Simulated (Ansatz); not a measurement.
# Computed properties of Sr2H3I

Sr2H3I:
```cif
data_H3ISr2
_chemical_formula_sum 'Sr2 H3 I1'
_space_group_name_H-M_alt 'P-3m1'
_space_group_IT_number 164
_space_group_name_Hall '-P 3 2"'
_cell_length_a 4.23670
_cell_length_b 4.23670
_cell_length_c 7.67295
_cell_angle_alpha 90.000
_cell_angle_beta 90.000
_cell_angle_gamma 120.000
loop_
_atom_site_label
_atom_site_type_symbol
_atom_site_symmetry_multiplicity
_atom_site_Wyckoff_symbol
_atom_site_fract_x
_atom_site_fract_y
_atom_site_fract_z
_atom_site_occupancy
Sr1 Sr 2 d 0.33333 0.66667 0.32147 1
H1 H 1 b 0.00000 0.00000 0.50000 1
H2 H 2 d 0.66667 0.33333 0.35677 1
I1 I 1 a 0.00000 0.00000 0.00000 1
```

Space group P-3m1 (No. 164); conventional cell a = 4.2367 Å, b = 4.2367 Å, c = 7.6729 Å, α = 90.00°, β = 90.00°, γ = 120.00°.

Method: r²SCAN (plane waves, PAW; program Ansatz). Structure relaxed to zero pressure with the same functional. Other levels are named where they apply.

### Cell and energy

```yaml
volume_per_atom: 19.88 Å³
density: 4.25 g/cm³
Formation energy from the elements (no fitted shifts): -98 kJ/mol of atoms
```

### Electronic structure

```yaml
band_gap: 2.65 eV (indirect)
valence_band_maximum: at A
conduction_band_minimum: on the H–A line, 48 % of the way from H (6 equivalent valleys)
smallest_direct_gap_on_the_standard_path: 3.24 eV
electron_effective_mass: 0.40, 0.54, 1.0 mₑ (principal values)
Electron effective mass with spin–orbit coupling: 0.40, 0.54, 1.0 mₑ (principal values)
hole_effective_mass: 0.25, 0.25, 2.9 mₑ (principal values)
Hole effective mass with spin–orbit coupling: 0.25, 0.25, 2.8 mₑ (principal values)
HSE06 gap on the r²SCAN cell: 3.00 eV
Gap with spin–orbit coupling: 2.65 eV
```

### Mechanics

```yaml
Bulk modulus (Birch–Murnaghan fit): 34.5 GPa
Pressure derivative B′: 4.3
```

### Charges

```yaml
bader_charges: Sr +1.50, H -0.74 to -0.73, I -0.79 e
```

The workflow started from a Materials Project entry (that database holds measured and hypothetical structures alike); the Crystallography Open Database copy checked does not list it. Whether it is the stable phase at ambient conditions was not checked. The cell was relaxed with r²SCAN under the symmetry of its start; whether a distortion lowers the energy is not shown. The references are the lowest solids computed at this level, not always the standard phases (solids in place of the gases). Scalar-relativistic: spin–orbit coupling is off unless named, which matters more the heavier the elements.

Potentials: the later of the program's two PAW sets.
